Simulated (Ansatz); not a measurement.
One crystal and one scan (frozen-phonon scan) at two levels, PBE (plane waves to 420 eV, PAW, scalar-relativistic; Ansatz, a program for electronic structure) and r2SCAN (plane waves to 500 eV, PAW, scalar-relativistic; Ansatz), each from its own relaxed cell and on its own mesh.

The crystal is Pt (fcc, Cu type); a phonon pattern at L = (0.5, 0.0, 0.0) is frozen into a 2-atom cell, Q being the largest atomic displacement.

Pt is run without spin polarisation. Pt was relaxed with its symmetry unable to fall. Spin-orbit coupling is left out, though Pt is heavy. With partly filled bands, energies and forces of such displacements shift with the k mesh and the smearing.

| quantity | run 1 | run 2 |
|---|---|---|
| Lattice constant a (Å) | 3.940 | 3.970 |
| Harmonic wavenumber from the curvature (finite differences) (cm⁻¹ (negative: imaginary)) | 94 | 90 |

Task: Which run is which level?

Result: Run 2 is PBE, run 1 is r2SCAN. PBE gives the higher value for: lattice constant a. PBE gives the lower value for: harmonic wavenumber from the curvature. Both give the same shape of the curve: a single well with its minimum at or next to zero displacement. Neither level is exact: the differences show how much the result hangs on the functional.

(A displaced cell: forces are minus the slopes of the energy, force constants its curvatures, and phonons follow from these.)
